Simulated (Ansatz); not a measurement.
Relaxed Sb (A7 type, space group R-3m):

```xyz
2
Lattice="2.1643 1.2496 3.7832 -2.1643 1.2496 3.7832 0.0000 -2.4991 3.7832" Properties=species:S:1:pos:R:3 pbc="T T T"
Sb     0.0000     0.0000     2.6470
Sb     0.0000     0.0000     8.7027
```

Two-dimensional scan of atom 1 (Sb, nearest neighbour Sb at 2.920 Å; its periodic images, 4.3 Å or more away, move with it): u runs along (1.000, 0.000, 0.000), v along (0.000, 0.000, 1.000) (Cartesian). Cell and other atoms are fixed.

Method: r2SCAN+rVV10 (plane waves to 500 eV, PAW, scalar-relativistic; Ansatz, a first-principles code). k mesh 11×11×11 (Γ-centred), Fermi-Dirac smearing 0.05 eV. With partly filled bands, energies and forces of such displacements shift with the k mesh and the smearing. Fu and Fv are the components of the force on the atom. Sb was relaxed with its symmetry unable to fall. Spin-orbit coupling is left out, though Sb is heavy. The PAW data are Ansatz's earlier set. The last digit holds for this mesh only.

Changes of Fv (eV/Å) from the point u = 0.000 Å, v = 0.000 Å when one coordinate moves alone (two changes are said to add if the coupling is within 5 % of the smaller one, nearly so within 20 %):

| point | change |
|---|---|
| u = 0.000 Å, v = -0.440 Å | 2.707 |
| u = 0.000 Å, v = -0.220 Å | 1.375 |
| u = -0.440 Å, v = 0.000 Å | 1.202 |
| u = -0.220 Å, v = 0.000 Å | 0.346 |
| u = 0.220 Å, v = 0.000 Å | 0.346 |
| u = 0.440 Å, v = 0.000 Å | 1.202 |
| u = 0.000 Å, v = 0.220 Å | -0.595 |
| u = 0.000 Å, v = 0.440 Å | 0.325 |

Do the two effects add at u = -0.440 Å, v = 0.220 Å? Give the computed change.

The sum of the single changes is 1.202 + (-0.595) = 0.607; the calculation gives 0.338, so the coupling contributes -0.269 (over 20 % of the smaller single change, not additive).

Do the two effects add at u = 0.220 Å, v = 0.220 Å? Give the computed change.

The sum of the single changes is 0.346 + (-0.595) = -0.249; the calculation gives -0.218, so the coupling contributes 0.031 (under 20 % of the smaller single change, nearly additive).

What is the change at u = -0.440 Å, v = -0.440 Å, where both move, and how far is it from the sum?

The sum of the single changes is 1.202 + (2.707) = 3.909; the calculation gives 4.174, so the coupling contributes 0.265 (over 20 % of the smaller single change, not additive).

(For displaced atoms, the force is minus the slope of the energy, and its curvature is a force constant, which sets phonon frequencies.)
